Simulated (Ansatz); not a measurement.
## Band structure of LiGa

```
Li Ga
1.0
     0.00000    3.08450    3.08450
     3.08450    0.00000    3.08450
     3.08450    3.08450    0.00000
Li Ga
2 2
Direct
  0.00000 0.00000 0.00000
  0.25000 0.25000 0.25000
  0.50000 0.50000 0.50000
  0.75000 0.75000 0.75000
```

Atom numbers follow the list: Li1, Li2, Ga3, Ga4.

The cell is COD entry 1540165, as deposited and not checked against the literature; nothing was relaxed.

The calculation used DFT, PBEsol, all-electron LAPW, scalar-relativistic in Ansatz 0.2.0.

The runs use a Γ-centred 12×12×12 k mesh, Fermi–Dirac smearing of 0.05 eV, basis error target 0.5 meV/atom, no spin polarisation.

Points in fractions of the reciprocal vectors of this cell: Γ (0, 0, 0), X (0.5, 0, 0.5), U (0.625, 0.25, 0.625), K (0.375, 0.375, 0.75), L (0.5, 0.5, 0.5), W (0.5, 0.25, 0.75). The path runs Γ–X–U–K–Γ–L–W–X. Energies are in eV from the Fermi level; (×n) counts levels within 4 meV of each other, which need not be degenerate by symmetry.

(1) List the levels at Γ between -20 and 0.5 eV.

(2) List the levels at W between -20 and 0.5 eV.

(3) List the levels at L between -20 and 0.5 eV.

(4) What is the band gap?

Results:

(1) -15.57 (×3), -15.54 (×2), -15.32 (×3), -15.27 (×2), -10.56, 0.46 (×3).

(2) -15.62 (×2), -15.48 (×2), -15.42 (×2), -15.38 (×2), -15.23 (×2), -7.24 (×2), -3.88 (×2).

(3) -15.59 (×2), -15.55, -15.50 (×2), -15.34, -15.33 (×2), -15.26 (×2), -8.88, -6.39, -1.07 (×2), -0.07.

(4) none: bands cross the Fermi level, a metal.
